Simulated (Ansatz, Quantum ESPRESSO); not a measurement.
This is a calculation of TiNi for Quantum ESPRESSO 7.5. Atoms were shifted at random by some hundredths of an Å from the given cell, which wasn't relaxed again for these runs. The cell comes from a database or a generator and needn't be the stable form of this composition.

pw.in

```
&CONTROL
  calculation = 'scf'
  prefix = 'pwscf'
  outdir = './tmp'
  pseudo_dir = './pseudo'
  tprnfor = .true.
  tstress = .true.
  disk_io = 'nowf'
/
&SYSTEM
  ibrav = 0
  nat = 4
  ntyp = 2
  ecutwfc = 45
  ecutrho = 360
  nbnd = 43
  occupations = 'smearing'
  smearing = 'fd'
  degauss = 0.00367493
  nspin = 2
  starting_magnetization(1) = 0.0556
  starting_magnetization(2) = 0.0833
/
&ELECTRONS
  conv_thr = 8d-10
  electron_maxstep = 120
  mixing_beta = 0.3
/
ATOMIC_SPECIES
Ni    58.6934 ni_pbesol_v1.4.uspp.F.UPF
Ti    47.8670 ti_pbesol_v1.4.uspp.F.UPF
CELL_PARAMETERS angstrom
   4.0860423500    0.0000000000    0.0000000000
   0.0000000000    2.8562042400    0.0000000000
   0.0000000000    0.0000000000    4.5867576300
ATOMIC_POSITIONS crystal
Ni     0.7505100000   -0.0082190000    0.8225210000
Ni     0.2510220000   -0.0062090000    0.1747580000
Ti     0.7545630000    0.4954360000    0.2787390000
Ti     0.2496620000    0.4812260000    0.7181270000
K_POINTS automatic
7 9 6 0 0 0
```

Potentials or basis: GBRV 1.5 PBEsol.

Command:

```console
$ OMP_NUM_THREADS=1 mpirun -n 2 pw.x -nk 2 -in pw.in > pw.out
```

What does the same run look like in Ansatz 0.2.0? Potentials or basis there: all-electron LAPW, scalar-relativistic.

As run (cutoffs and basis follow the program's own potentials, and thresholds, step limits or extra output files can differ):

Contents of input.yaml:

```yaml
crystal:
  lattice:
    - [4.08604235, 0.0, 0.0]
    - [0.0, 2.85620424, 0.0]
    - [0.0, 0.0, 4.58675763]
  atoms:
    - { symbol: Ni, position: [0.75051, -0.008219, 0.822521], spin: 1.0 }
    - { symbol: Ni, position: [0.251022, -0.006209, 0.174758], spin: 1.0 }
    - { symbol: Ti, position: [0.754563, 0.495436, 0.278739], spin: 1.0 }
    - { symbol: Ti, position: [0.249662, 0.481226, 0.718127], spin: 1.0 }
kpoints:
  mp_grid: { grid: [7, 9, 6] }
scf:
  occupations: { method: fermi_dirac, width: 0.05 }
hamiltonian:
  xc: pbesol
  pseudopotentials: { kind: all_electron, lapw: { basis_error: 0.001 } }
magnetization:
  spin_polarized: true
output:
  forces: true
  stress: true
  eigenvalues: true
  populations: true
```

Potentials or basis: all-electron LAPW, scalar-relativistic.

Command:

```console
$ ansatz run input.yaml --threads 4 --pin off --max-ram 12288MiB --backend cpu --events-out ev --progress --plain --runs-dir out
```

Both were run:

|  | Quantum ESPRESSO | Ansatz |
| --- | --- | --- |
| Pressure | -3.4 GPa | -3.3 GPa |
| Largest force | 0.299 eV/Å | 0.306 eV/Å |
| Net moment | 0.00 μB per cell | 0.00 μB per cell |
| Absolute moment | 0.00 μB per cell | 0.00 μB per cell |

Where Ansatz's input types no cutoff or centring, it takes its own default and a Γ-centred mesh.

The magnetic state is the one that the start led to; the real crystal's order can differ.

Pressure is positive in compression.
